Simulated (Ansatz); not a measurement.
Relaxed ScAl$_{3}$ (Cu3Au type):

```xyz
4
Lattice="4.1054 0.0000 0.0000 0.0000 4.1054 0.0000 0.0000 0.0000 4.1054" Properties=species:S:1:pos:R:3 pbc="T T T"
Al     0.0000     2.0527     2.0527
Al     2.0527     2.0527     0.0000
Al     2.0527     0.0000     2.0527
Sc     0.0000     0.0000     0.0000
```

Scan: atom 2 (Al, nearest neighbour Sc at 2.903 Å; its periodic images, 4.1 Å or more away, move with it) is displaced along Cartesian [111], direction (0.577, 0.577, 0.577) in Cartesian axes, by s. The other atoms stay.

Level of theory: PBE (plane waves to 420 eV, PAW, scalar-relativistic; Ansatz, a quantum-chemistry and plane-wave program). k mesh 9×9×9 (Γ-centred), Fermi-Dirac smearing 0.05 eV. The energy includes the smearing's −TS. Stress and pressure are positive under compression. With partly filled bands, energies and forces of such displacements shift with the k mesh and the smearing. F∥ is the force on the atom along that direction. F⊥ is the part of the force across the line. ScAl3 is run without spin polarisation. ScAl3 was relaxed with its symmetry unable to fall. The PAW data are Ansatz's earlier set. ΔE is measured from the undisplaced structure.

```csv
s (Å),ΔE (meV/cell),F∥ (eV/Å),|F⊥| (eV/Å),P (GPa)
-0.290,246,1.768,0.235,1.5
-0.232,155,1.373,0.186,1.0
-0.174,86,1.005,0.138,0.6
-0.116,38,0.659,0.092,0.3
-0.058,9,0.326,0.046,0.1
0.000,0,0.000,0.000,0.0
0.058,9,-0.326,0.046,0.1
0.116,38,-0.659,0.092,0.3
0.174,86,-1.005,0.138,0.6
0.232,155,-1.373,0.186,1.0
0.290,246,-1.768,0.235,1.5
```

Read from the data:

```
Property                                                                                                                                         Result
--------------------------------------------------------  ---------------------------------------------------------------------------------------------
Energy at s = 0.290 Å                                                                                                                      246 meV/cell
Force along the line at s = -0.290 Å                                                                                                          1.77 eV/Å
Symmetry of the curve                                                                                                     even: the same for both signs
Shape of the curve                                                                       a single well with its minimum at or next to zero displacement
Force constant k = d²E/ds² at s = 0 (finite differences)                                                                                     5.60 eV/Å²
Harmonic estimate at the end of the scan                  ½ks² = 236 meV/cell against the computed 246 meV/cell, so the well is close to harmonic there
```

(For displaced atoms, the force is minus the slope of the energy, and its curvature is a force constant, which sets phonon frequencies.)
